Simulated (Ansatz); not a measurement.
Y₄AsSe₃ in space group I4/mmm (No. 139; Pearson symbol tI16), DFT-PBE in the program Ansatz with PAW potentials, all energies at zero smearing, with the estimated change up to a 700 eV cutoff added, with one set of potentials and settings (totals compare only within such a set). Cell of 8 atoms (4 Y, 1 As, 3 Se): -36672.200 eV.

```csv
element,reference phase,E (eV/atom)
Y,"P6_3/mmc, 2 atoms in the cell",-3848.6668
As,"R-3m, 2 atoms in the cell",-4856.1377
Se,"P3_121, 3 atoms in the cell",-5469.0798
```

Formation energy per atom, worked out: (-36672.200 − 4×(-3848.6668) − 1×(-4856.1377) − 3×(-5469.0798))/8 = -1.769 eV/atom (-171 kJ per mol of atoms), at 0 K, without zero-point energy or fitted corrections.

The first step of the workflow began from a Materials Project structure, measured or hypothetical; the Crystallography Open Database copy checked does not list it. Its standing as an ambient phase is unchecked. The PBE relaxation kept the symmetry of its start; whether a distortion lowers the energy is not shown. The run is not spin-polarised. The references are the lowest solids computed at this level, not always the standard phases.

Potentials: the later of the program's two PAW sets.
